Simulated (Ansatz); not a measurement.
GaN with oxygen replacing N: do the settings matter for the field gradients?

Cell: a supercell of GaN (wurtzite type, P6_3mc) built from a COD entry (the entry's cell lengths or inner coordinates differ somewhat from later room-temperature determinations), with all atoms left at the host's positions.

Space group P3m1 (No. 156); a = 6.3600, c = 10.3320 Å, γ = 120.00°.

```csv
site,Wyckoff,site symmetry,x,y,z
Ga1,1a,3m.,0.0000,0.0000,0.0000
Ga2,1a,3m.,0.0000,0.0000,0.5000
Ga3,3d,.m.,0.0000,0.5000,0.0000
Ga4,3d,.m.,0.0000,0.5000,0.5000
Ga9,3d,.m.,0.1667,0.8333,0.2500
Ga10,3d,.m.,0.1667,0.8333,0.7500
Ga15,1c,3m.,0.6667,0.3333,0.2500
Ga16,1c,3m.,0.6667,0.3333,0.7500
O,1a,3m.,0.0000,0.0000,0.1875
N18,1a,3m.,0.0000,0.0000,0.6875
N19,3d,.m.,0.0000,0.5000,0.1875
N20,3d,.m.,0.0000,0.5000,0.6875
N25,3d,.m.,0.1667,0.8333,0.4375
N26,3d,.m.,0.1667,0.8333,0.9375
N31,1c,3m.,0.6667,0.3333,0.4375
N32,1c,3m.,0.6667,0.3333,0.9375
```

One atom of each set is listed.

Reference run. Method: Kohn–Sham DFT in Ansatz, PBE, plane waves and PAW, scalar-relativistic, collinear spin, 420 eV cutoff, Γ-centred 4×4×2 k-points, Fermi–Dirac smearing 0.01 eV. Start moments as typed (μB): 1 on each O, none on the rest.

Task: The input is changed as follows: `basis.ecutrho_ratio`: not typed → 12; `kpoints.mp_grid.shift`: not typed → [0.5, 0.5, 0.5]. What happens to V_zz (10²¹ V/m²) and η?

Result: 

| site | V_zz reference | η reference | V_zz changed | η changed |
| --- | --- | --- | --- | --- |
| Ga1 | 7.01 | 0.00 | 6.98 | 0.00 |
| Ga8 | -0.54 | 0.60 | -0.54 | 0.43 |
| Ga9 | 6.61 | 0.17 | 6.78 | 0.13 |
| Ga10 | 0.25 | 0.09 | 0.24 | 0.31 |
| O | 0.11 | 0.00 | 0.26 | 0.05 |
| N19 | 1.03 | 0.05 | 0.94 | 0.08 |
| N23 | 1.03 | 0.05 | 0.91 | 0.09 |
| N20 | 0.086 | 0.69 | 0.14 | 0.50 |
| N24 | 0.086 | 0.69 | 0.14 | 0.35 |
| N25 | 0.57 | 0.18 | 0.61 | 0.22 |
| N27 | 0.57 | 0.18 | 0.61 | 0.20 |
| N26 | 0.54 | 0.05 | 0.54 | 0.14 |

The largest change of V_zz along a kept axis is on Ga9, from 6.61 to 6.78. In per cent, |V_zz| changes by -1 to +3 on Ga (all sites that start above 2). Where |V_zz| stays above 0.1 and the axes keep their order, η moves most on Ga10, from 0.09 to 0.31. On N32 (not in the table) the largest principal value lies along another axis in the second run, so the two V_zz can't be compared directly. The table leaves out 10 of the 22 sites, with |V_zz| up to 0.74; their tensors move by 0.05 at most along any direction. The statements above cover all sites. Symmetry makes η zero on O; the changed mesh lacks the crystal's symmetry, and the η that it gives there is an artefact. SCF iterations: 15 and 16.

On the reference run: The defect repeats with the cell of 32 atoms, so it feels its images: sites between two images don't show the values beside a lone defect, and zeros or small values of η there can come from the images' arrangement. Ga and N carry a gradient in the pure host already, so the values there aren't the defect's effect alone. The defect cell has no gap above 0.1 eV on its mesh, so the values can hang on the smearing and the k-mesh. The cell keeps the host's lattice, where the PBE pressure is 10 GPa. The start moments die out, and the run ends without spin. The neighbours have not yet relaxed around the defect (largest force 1.5 eV/Å), so a real crystal will differ.
